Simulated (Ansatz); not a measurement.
A geometry of Br away from equilibrium: the start of the relaxation of a relaxed Br cell displaced along its unstable phonon at q = (½, ½, ½) of its primitive reciprocal cell (46i cm⁻¹), largest move 0.15 Å. The numbers are results of r2SCAN (plane waves to 500 eV, PAW, scalar-relativistic; Ansatz, an electronic-structure program), not measurements. Γ-centred k-mesh 14×14×14 on the run's cell (coarser than for final values), Fermi–Dirac smearing 0.05 eV.

```xyz
2
Lattice="-5.5180 5.5180 2.5405 0.0000 0.0000 2.5405 0.0000 5.5180 0.0000" Properties=species:S:1:pos:R:3 pbc="T T T"
Br     0.0000     0.0000     0.1500
Br    -2.7590     8.2771     1.1203
```

Question: Which atoms carry the largest force, and which way does it point?

Answer: 0.12 eV/Å, on Br1, Br2 (atoms numbered as listed); on Br1 its components are (0.00, 0.00, 0.12).

Question: What is the pressure?

Answer: +0.8 GPa, compression positive.

No spin polarisation in the result. The relaxed primitive cell holds an odd number of electrons. A magnetic state may lie lower. Without a van der Waals term the distances between weakly bound units are poorly fixed.

The run could not lose the symmetry of its start, so the end can be a saddle point.

The end of the path is a generated cell of Br: the first start was made by placing the elements on the sites of a structure type, and the end was not matched to a known phase here, so it may be hypothetical. Known forms of Br include space group No. 64.
